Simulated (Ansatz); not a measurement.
Data:

BaSi2:
Space group P-3m1 (No. 164); a = b = 4.035 Å, c = 5.203 Å, α = β = 90.00°, γ = 120.00°

```csv
atom,site,symmetry,x,y,z
Ba,1a,-3m.,0.0000,0.0000,0.0000
Si,2d,3m.,0.3333,0.6667,0.4402
```

This is the PBEsol-relaxed structure.

Problem. All from DFT-PBEsol in the program Ansatz with PAW potentials, unless another level is named. Predict the electronic character.

Solution. metallic (no gap).

Problem. Next, the formation energy from the elements (no fitted shifts)?

Solution. -0.44 eV/atom.

Problem. Give the density of states at the Fermi level.

Solution. 0.34 states/eV per atom (mean over ±0.08 eV).

Problem. Next, the gap with spin–orbit coupling?

Solution. none (metallic).

The first step of the workflow began from a Materials Project structure, measured or hypothetical; the Crystallography Open Database copy checked does not list it. COD files the formula under space group No. 62, 191, so this cell is another polymorph or a model. Its standing as an ambient phase is unchecked. The PBEsol relaxation kept the symmetry of its start; whether a distortion lowers the energy is not shown. The references are the lowest solids computed at this level, not always the standard phases. Scalar-relativistic: spin–orbit coupling is off unless named, which matters more the heavier the elements.

Potentials: the later of the program's two PAW sets.
